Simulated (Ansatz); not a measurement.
P2W in space group Cmc2_1 (No. 36; P on 4a, P on 4a, W on 4a), PBEsol in the plane-wave PAW code Ansatz, all energies at zero smearing, with the estimated change up to a 700 eV cutoff added, with one set of potentials and settings (totals compare only within such a set). Cell of 6 atoms (4 P, 2 W): -23476.225 eV.

```csv
element,reference phase,E (eV/atom)
P,"Cmce, 4 atoms in the cell",-740.0371
W,"Im-3m, 1 atoms in the cell",-10256.5620
```

Formation energy per atom, worked out: (-23476.225 − 4×(-740.0371) − 2×(-10256.5620))/6 = -0.492 eV/atom (-47 kJ per mol of atoms), at 0 K, without zero-point energy or fitted corrections.

The workflow started from a Materials Project entry (that database holds measured and hypothetical structures alike); the Crystallography Open Database files this formula in space group No. 36, but the cells were not matched. Its standing as an ambient phase is unchecked. The PBEsol relaxation kept the symmetry of its start; of distortions, only those at the zone centre were tested. The run is not spin-polarised. The references are the lowest solids computed at this level, not always the standard phases. Scalar-relativistic: spin–orbit coupling is off unless named, which matters more the heavier the elements.

Potentials: the later of the program's two PAW sets.
